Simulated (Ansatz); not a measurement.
All numbers below come from DFT PBE, scalar-relativistic, plane waves, PAW in Ansatz 0.2.0. Settings: cutoff 420 eV, Γ-centred meshes spaced at most about 0.3 Å⁻¹, and about 0.25 Å⁻¹ or finer for metals (2π included), Gaussian smearing. Collinear spin in cells that started with moments and kept them past the coarse steps, no spin elsewhere.

These are static total energies at zero pressure. All come from trial cells, and lower structures may exist.

Question: Order these relaxed structures of YCrC4N4 by energy, lowest first, with the energy over the lowest of them.
1.

```cif
data_structure
_symmetry_space_group_name_H-M 'P4/mmm'
_symmetry_Int_Tables_number 123
_cell_length_a 7.8301
_cell_length_b 7.8301
_cell_length_c 3.8999
_cell_angle_alpha 90.000
_cell_angle_beta 90.000
_cell_angle_gamma 90.000
_cell_volume 239.10
loop_
_atom_site_label
_atom_site_type_symbol
_atom_site_symmetry_multiplicity
_atom_site_Wyckoff_symbol
_atom_site_fract_x
_atom_site_fract_y
_atom_site_fract_z
_atom_site_occupancy
Y1 Y 1 c 0.50000 0.50000 0.00000 1
Cr1 Cr 1 a 0.00000 0.00000 0.00000 1
C1 C 4 j 0.18380 0.81620 0.00000 1
N1 N 4 j 0.28983 0.71017 0.00000 1
```

2.

```cif
data_structure
_symmetry_space_group_name_H-M 'P-43m'
_symmetry_Int_Tables_number 215
_cell_length_a 6.3097
_cell_length_b 6.3097
_cell_length_c 6.3097
_cell_angle_alpha 90.000
_cell_angle_beta 90.000
_cell_angle_gamma 90.000
_cell_volume 251.21
loop_
_atom_site_label
_atom_site_type_symbol
_atom_site_symmetry_multiplicity
_atom_site_Wyckoff_symbol
_atom_site_fract_x
_atom_site_fract_y
_atom_site_fract_z
_atom_site_occupancy
Y1 Y 1 b 0.50000 0.50000 0.50000 1
Cr1 Cr 1 a 0.00000 0.00000 0.00000 1
C1 C 4 e 0.18659 0.18659 0.18659 1
N1 N 4 e 0.29485 0.29485 0.29485 1
```

Answer: 2 (0 meV/atom), 1 (59 meV/atom). Forms: 2 P-43m, moments up to 2.8 μB; 1 P4/mmm, moments up to 2.6 μB.

In such compounds of Cr a zero gap at this level may well be an artefact, since no Hubbard U is applied. The magnetic state reached may not be the lowest. Cells relaxed within their symmetry can be saddle points. Some types were kept out of the candidates beforehand, so the set may lack a known form.
